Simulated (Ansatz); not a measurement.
I (molecular I2 type) was relaxed and computed twice in Ansatz (plane waves, PAW), once with PBE+D3(BJ) and once with r²SCAN.

```csv
,run 1,run 2
cell,"a = 7.345 Å, b = 4.488 Å, c = 9.642 Å, α = β = γ = 90.00°","a = 7.742 Å, b = 4.635 Å, c = 9.857 Å, α = 90.00°, β = 90.00°, γ = 90.00°"
gap (eV),0.83,1.24
```

Q: Which run used which functional?

A: Run 1 is PBE+D3(BJ), run 2 is r²SCAN.

Weakly bound layers, chains or molecules computed without a dispersion correction, so cells and soft constants are ill determined: I, molecular I2 type with r²SCAN. All cells were relaxed under the symmetry of their starts (and spin orders); stability against distortions was not tested throughout. Spin–orbit coupling is left out wherever it is not named.

Potentials: the earlier of the program's two PAW sets.

Ansatz (a program for electronic structure) is a plane-wave DFT program.
